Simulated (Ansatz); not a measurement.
BAs:
```cif
data_AsB
_chemical_formula_sum 'B1 As1'
_space_group_name_H-M_alt 'P 1'
_space_group_IT_number 1
_cell_length_a 3.34592
_cell_length_b 3.34592
_cell_length_c 3.34592
_cell_angle_alpha 60.000
_cell_angle_beta 60.000
_cell_angle_gamma 60.000
loop_
_space_group_symop_operation_xyz
  'x, y, z'
loop_
_atom_site_label
_atom_site_type_symbol
_atom_site_fract_x
_atom_site_fract_y
_atom_site_fract_z
_atom_site_occupancy
B1 B 0.75000 0.75000 0.75000 1
As1 As 0.00000 0.00000 0.00000 1
```

Relaxed with LDA.

**Question.** Which orbitals make up the states near the band edges in plane-wave PAW LDA (Ansatz code)?

**Answer.** Top 1 eV of the valence band: B 2p 53 %, As 4p 44 %. Bottom 1 eV of the conduction band: B 2p 34 %, As 4p 21 %, B 2s 20 %, As 4s 13 %, outside the projected shells 12 %. Projections are on Löwdin-orthogonalised atomic valence shells; empty p or d shells of many metals are not among them.

**Question.** Tabulate the density of states.

**Answer.** States/eV per cell of 2 atoms, in 0.25 eV bins, energy from the valence-band maximum.

```csv
E (eV),total,As 4p,B 2p,B 2s
-7.85,0.97,0.49,0.14,0.29
-7.60,0.62,0.30,0.10,0.16
-7.35,0.50,0.24,0.09,0.12
-7.10,0.40,0.19,0.08,0.09
-6.85,0.35,0.16,0.07,0.07
-6.60,0.30,0.14,0.06,0.06
-6.35,0.26,0.12,0.06,0.05
-6.10,0.46,0.23,0.15,0.05
-5.85,0.81,0.42,0.30,0.06
-5.60,0.82,0.42,0.30,0.06
-5.35,0.73,0.37,0.27,0.06
-5.10,0.78,0.38,0.30,0.06
-4.85,0.81,0.39,0.32,0.06
-4.60,0.85,0.41,0.35,0.06
-4.35,1.00,0.49,0.43,0.05
-4.10,1.16,0.57,0.51,0.05
-3.85,1.11,0.54,0.50,0.05
-3.60,1.08,0.53,0.49,0.04
-3.35,1.03,0.50,0.47,0.04
-3.10,1.02,0.49,0.47,0.03
-2.85,0.98,0.47,0.46,0.03
-2.60,0.95,0.46,0.45,0.02
-2.35,0.92,0.44,0.45,0.02
-2.10,0.90,0.43,0.44,0.02
-1.85,0.74,0.35,0.37,0.01
-1.60,0.52,0.24,0.26,0.01
-1.35,0.41,0.19,0.21,0.01
-1.10,0.32,0.14,0.16,0.01
-0.85,0.25,0.11,0.13,0.00
-0.60,0.19,0.08,0.10,0.00
-0.35,0.11,0.05,0.06,0.00
-0.10,0.03,0.01,0.02,0.00
0.15,0.00,0.00,0.00,0.00
0.40,0.00,0.00,0.00,0.00
0.65,0.00,0.00,0.00,0.00
0.90,0.00,0.00,0.00,0.00
1.15,0.02,0.00,0.01,0.00
1.40,0.16,0.03,0.05,0.03
1.65,0.28,0.06,0.10,0.06
1.90,0.39,0.08,0.13,0.08
2.15,0.47,0.10,0.16,0.08
2.40,0.55,0.13,0.20,0.09
2.65,0.64,0.15,0.24,0.09
2.90,0.79,0.18,0.29,0.11
3.15,1.20,0.25,0.43,0.20
3.40,1.72,0.34,0.65,0.29
3.65,1.31,0.26,0.53,0.16
3.90,1.13,0.24,0.49,0.10
4.15,0.57,0.15,0.21,0.05
4.40,0.59,0.19,0.20,0.06
4.65,1.16,0.43,0.38,0.10
4.90,1.44,0.52,0.44,0.16
5.15,1.57,0.51,0.46,0.20
5.40,1.31,0.42,0.41,0.15
5.65,0.99,0.32,0.34,0.08
5.90,0.97,0.29,0.34,0.07
```

Space group F-43m (zinc blende). The LDA relaxation kept the symmetry of its start. Spin–orbit coupling is left out wherever it is not named.

Potentials: the earlier of the program's two PAW sets. The files were generated under PBE; for other functionals the program regenerates the frozen cores, and for LDA and PBEsol the local potential too.
